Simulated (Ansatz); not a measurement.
## NaI3 in Ansatz, single run

The input file (Ansatz 0.2.0, plane waves):

```yaml
crystal:
  lattice:
    - [7.165267, 0.0, 0.0]
    - [-3.582633, 6.205306, 0.0]
    - [0.0, 0.0, 6.531774]
  atoms:
    - { symbol: I, position: [0.31705, 0.0, 0.25] }
    - { symbol: I, position: [0.31705, 0.31705, 0.75] }
    - { symbol: I, position: [0.0, 0.31705, 0.25] }
    - { symbol: I, position: [0.68295, 0.0, 0.75] }
    - { symbol: I, position: [0.68295, 0.68295, 0.25] }
    - { symbol: I, position: [0.0, 0.68295, 0.75] }
    - { symbol: Na, position: [0.0, 0.0, 0.0] }
    - { symbol: Na, position: [0.0, 0.0, 0.5] }
  symmetry: { tolerance: 0.0003 }
kpoints:
  mp_grid: { grid: [3, 3, 3], shift: [0, 0, 0] }
magnetization:
  spin_polarized: false
scf:
  occupations: { method: fermi_dirac, width: 0.0106 }
hamiltonian:
  pseudopotentials: { kind: paw }
  xc: pbesol
basis:
  ecutwfc: "550 eV"
output:
  forces: true
  stress: true
  eigenvalues: true
```

Run with:

```bash
ansatz run input.yaml --threads 1 --pin off --max-ram 2560MiB --backend cpu --events-out ev --progress --plain --runs-dir out
```

Origin of the cell: a known structure type with other elements, at an estimated volume, so it need not be a known compound.

Output (shortened):

```
Warning: crystal.lattice misses the space group found at crystal.symmetry.tolerance 3.0e-4 in a digit that the deck types, which is why this is a warning: making the lattice exact moves one o […]
Pseudopotentials: kind: paw
Pseudopotential: I, paw, valence charge 17, recommended cutoff 420 eV (normal), I.paw.azcp
Pseudopotential: Na, paw, valence charge 9, recommended cutoff 420 eV (normal), Na.paw.azcp
Functional definition: PBEsol
  exchange = pbesol_x
  correlation = pbesol_c
Crystal: 8 atoms, lattice volume = 290.420 Å³
Basis set: ecut = 550 eV, 8515 PW (Γ), exchange–correlation on 120×120×100 points (8 copies of the dense FFT grid, shifted against one another)
Bands: 72, of which v1, the nominal top of the filled ones, is band 60 counted from 1 (59 counted from 0)
Symmetry: 24 space group operations
Space group: P63/mcm (ITA 193), of the structure as read, at distance tolerance 2.0e-3 Å
k-points: 6 of 27
[… 5 lines left out …]
Initial density: superposition of atomic densities (neutral atoms: chi_scale 0, normalization atom), corrected by the library's trained network
Functional: x = pbesol(κ = 0.804, μ = 0.123457), c = pbesol(β = 0.046)
SCF iter   1: F=—  HF=-47545.870841 eV  Δρ=4.87e-3  dr2=6.90e-2  defer=1
SCF iter   2: F=—  HF=-47545.846391 eV  Δρ=2.34e-3  dr2=1.25e-2  defer=19
SCF iter   3: F=—  HF=-47545.844056 eV  Δρ=6.41e-4  dr2=1.36e-3  defer=19
SCF iter   4: F=—  HF=-47545.844019 eV  Δρ=3.60e-4  dr2=2.91e-4  defer=13
SCF iter   5: F=—  HF=-47545.843909 eV  Δρ=6.27e-5  dr2=1.48e-5  defer=13
SCF iter   6: F=—  HF=-47545.843873 eV  Δρ=2.27e-5  dr2=1.27e-6  defer=13
SCF iter   7: F=—  HF=-47545.843873 eV  Δρ=7.19e-6  dr2=1.06e-7  defer=13
SCF iter   8: F=-47545.843873 eV  HF=-47545.843873 eV  Δρ=1.92e-6  dr2=5.92e-9
SCF 1 converged in 8 iterations: F = -47545.843873 eV  dr2 = 5.92e-9
SCF converged after 8 iterations
Free energy (F): -47545.843873 eV
Harris-Foulkes:  -47545.843873 eV  (|F-HF|=5.94e-9)
Internal energy: -47545.838246 eV  (E = F + TS)
E sigma→0 (E₀):  -47545.841060 eV
Entropy (-TS):   -0.005627 eV (-0.703 meV/atom)
Fermi energy:    4.096690 eV
--- Per-component energies (eV) ---
  E_band       = -2777.678349
  E_kinetic    = 1378.847620
  E_local      = -15325.418628  (includes V_loc(G=0)·N_el)
  E_nonlocal   = -303.888058
  E_hartree    = 7454.285482
  E_xc         = -837.849325
  E_vxc        = -867.144573  (∫ρ·V_xc dr)
  E_paw        = -28919.985204  (= ΣΔE_a)
  E_vpaw       = -2568.648439  (= ΣTr[D̂ρ^β])
  E_aug_tail   = -0.000401  (compensation charges beyond the density's cutoff)
  E_ewald      = -10994.411973
  E_core_change = 2.582240  (= ΣΔE_core)
  E_smearing   = -0.005627  (= −TS)
  Σ components = -47545.843873   (vs F -47545.843873, Δ=0.00e0)
--- Forces (eV/Å), atoms counted from 1 ---
  atom   1  I      1.202946    -0.000000     0.000000
  atom   2  I      0.601473     1.041782     0.000000
  atom   3  I     -0.601473     1.041782     0.000000
  atom   4  I     -1.202946     0.000000     0.000000
  atom   5  I     -0.601473    -1.041782     0.000000
  atom   6  I      0.601473    -1.041782     0.000000
  atom   7  Na     0.000000    -0.000000     0.000000
  atom   8  Na     0.000000     0.000000    -0.000000
  max |Σ_I F_I| component: 4.44e-16 eV/Å
--- Stress (GPa, compression-positive) ---
        2.524195       0.000000       0.000000
       -0.000000       2.524195       0.000000
        0.000000       0.000000       2.639282
  P = ⅓ Tr σ = 2.5626 GPa (25.626 kbar)
```

Caveats: no spin-orbit coupling, though heavy elements are present; the k mesh is coarse if the cell is a metal.

It ran for 12 s on 1 thread of AMD EPYC 7R43 64-Core Processor (Zen 3), with other jobs on the host, peak memory 0.71 GiB, from the program's own first density.
